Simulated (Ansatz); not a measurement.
ScPd$_{3}$N (anti-perovskite, Pm-3m) under volume change, r²SCAN (plane waves, PAW; program Ansatz), scaled uniformly.

| V (Å³/atom) | E − E(relaxed) (meV/atom) | P (GPa) |
|---|---|---|
| 13.267 | … | … |
| 13.705 | 31.9 | 12.43 |
| 14.142 | 7.5 | 5.67 |
| 14.580 | 0.0 | 0.00 |
| 15.017 | 6.7 | -4.75 |
| 15.454 | … | … |
| 15.892 | 53.8 | -12.07 |

Task: Some entries are withheld; supply them.

Result: 
- 15.454, E − E(relaxed) (meV/atom): 25.2
- 15.454, P (GPa): -8.73
- 13.267, E − E(relaxed) (meV/atom): 76.5
- 13.267, P (GPa): 20.48

Task: What does a third-order Birch–Murnaghan fit give for V₀, B₀ and B′?

Result: V₀ = 14.58 Å³/atom, B₀ = 173 GPa, B′ = 4.9.

The start of the workflow was typed in or built on a structure type; neither database checked (COD, Materials Project) lists it. Its standing as an ambient phase is unchecked. The cell was relaxed with r²SCAN under the symmetry of its start; its stability against distortions is not shown here. No spin polarisation was allowed.

Potentials: the later of the program's two PAW sets.
